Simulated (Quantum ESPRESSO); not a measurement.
```cif
data_Cl4K4
_chemical_formula_sum 'Cl4 K4'
_space_group_name_H-M_alt 'Fm-3m'
_space_group_IT_number 225
_space_group_name_Hall '-F 4 2 3'
_cell_length_a 6.30424
_cell_length_b 6.30424
_cell_length_c 6.30424
_cell_angle_alpha 90.000
_cell_angle_beta 90.000
_cell_angle_gamma 90.000
loop_
_atom_site_label
_atom_site_type_symbol
_atom_site_symmetry_multiplicity
_atom_site_Wyckoff_symbol
_atom_site_fract_x
_atom_site_fract_y
_atom_site_fract_z
_atom_site_occupancy
Cl1 Cl 4 b 0.50000 0.50000 0.50000 1
K1 K 4 a 0.00000 0.00000 0.00000 1
```
(The calculation used a cell of 2 atoms; values per cell refer to that cell.)

The PBEsol cell relaxed from Materials Project entry mp-23193 was given an isotropic strain of +1 % on all lattice vectors, and the atoms were relaxed again.

Problem. What does PBEsol (pw.x of Quantum ESPRESSO, ONCV potentials, scalar-relativistic) give for the electronic structure near the Fermi level?

Solution. The PBEsol gap is direct, 5.01 eV at Γ.
